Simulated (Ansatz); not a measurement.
Starting structure of a cell relaxation (symmetry kept):

```
Mn Cd Te
1.0
     4.60323    0.00000    0.00000
    -2.30162    3.98652    0.00000
     0.00000    0.00000   11.18693
Mn Cd Te
1 2 3
Direct
  0.33333 0.66667 0.66411
  0.00000 0.00000 0.99686
  0.66667 0.33333 0.33764
  0.00000 0.00000 0.25037
  0.66667 0.33333 0.59209
  0.33333 0.66667 0.90893
```

Computed with DFT r2SCAN, scalar-relativistic, plane waves, PAW (Ansatz).

Cutoff 500 eV; k points 9×9×4 on the computed 6-atom cell (Γ-centred); Gaussian smearing, width 0.02 eV; collinear spin from starting moments 4.91 0 0 0 0 0 μB.

Task: What does it relax to?

Result: The volume decreases by 0.06 Å³/atom to 34.15 Å³/atom, and the energy changes by under 0.1 meV/atom. The cell ends with a moment of 5.00 μB (only this magnetic start was tried). Final structure:
```
Mn Cd Te
1.0
     4.59674    0.00000    0.00000
    -2.29837    3.98089    0.00000
     0.00000    0.00000   11.19890
Mn Cd Te
1 2 3
Direct
  0.33333 0.66667 0.66412
  0.00000 0.00000 0.99730
  0.66667 0.33333 0.33783
  0.00000 0.00000 0.25023
  0.66667 0.33333 0.59165
  0.33333 0.66667 0.90886
```

Course of the relaxation (steps run on the plane waves of an earlier cell, and the basis is chosen afresh near the end, so energy and pressure can step there; trial steps that raised the energy were taken back; energies are free energies):

```json
{"step": "1", "largest force component (eV/Å)": "0.016", "P (GPa)": "-0.07", "V (Å³/atom)": "34.21"}
{"step": "2", "largest force component (eV/Å)": "0.020", "P (GPa)": "0.05", "V (Å³/atom)": "34.11"}
{"step": "3", "largest force component (eV/Å)": "0.002", "P (GPa)": "0.00", "V (Å³/atom)": "34.15"}
{"step": "4", "largest force component (eV/Å)": "0.002", "P (GPa)": "0.00", "V (Å³/atom)": "34.15"}
```

The state reached may not be the lowest one. Spin-orbit coupling is left out, which matters for the bands of heavy elements. The cell holds one magnetic atom, so it can only be ferromagnetic; an antiferromagnetic order may lie lower.

Cost: 1 run of about 36 core-minutes, on Arm Neoverse N1 (shared hosts).